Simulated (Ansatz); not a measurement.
Consider the following.

AlN:
```cif
data_Al2N2
_chemical_formula_sum 'Al2 N2'
_space_group_name_H-M_alt 'P 1'
_space_group_IT_number 1
_cell_length_a 3.08862
_cell_length_b 3.08862
_cell_length_c 4.94319
_cell_angle_alpha 90.000
_cell_angle_beta 90.000
_cell_angle_gamma 120.000
loop_
_space_group_symop_operation_xyz
  'x, y, z'
loop_
_atom_site_label
_atom_site_type_symbol
_atom_site_fract_x
_atom_site_fract_y
_atom_site_fract_z
_atom_site_occupancy
Al1 Al 0.66667 0.33333 0.49901 1
Al2 Al 0.33333 0.66667 0.99901 1
N1 N 0.66667 0.33333 0.88099 1
N2 N 0.33333 0.66667 0.38099 1
```

This is the LDA-relaxed structure.

Task: All from LDA in the plane-wave PAW code Ansatz, unless another level is named. Give the static dielectric constant ε0 (ions relaxed, cell fixed).

Result: 8.01 (xx = yy), 9.51 (zz).

Task: Predict the largest static χ(2) component.

Result: 8.4 pm/V.

Task: Give the electronic dielectric constant ε∞ (DFPT).

Result: 4.40 (xx = yy), 4.62 (zz).

Task: Predict the Born charges (a third of the trace).

Result: Al +2.58, N -2.58 e.

Space group P6_3mc (wurtzite). The cell was relaxed with LDA under the symmetry of its start.

Potentials: the earlier of the program's two PAW sets. The files were generated under PBE; for other functionals the program regenerates the frozen cores, and for LDA and PBEsol the local potential too.
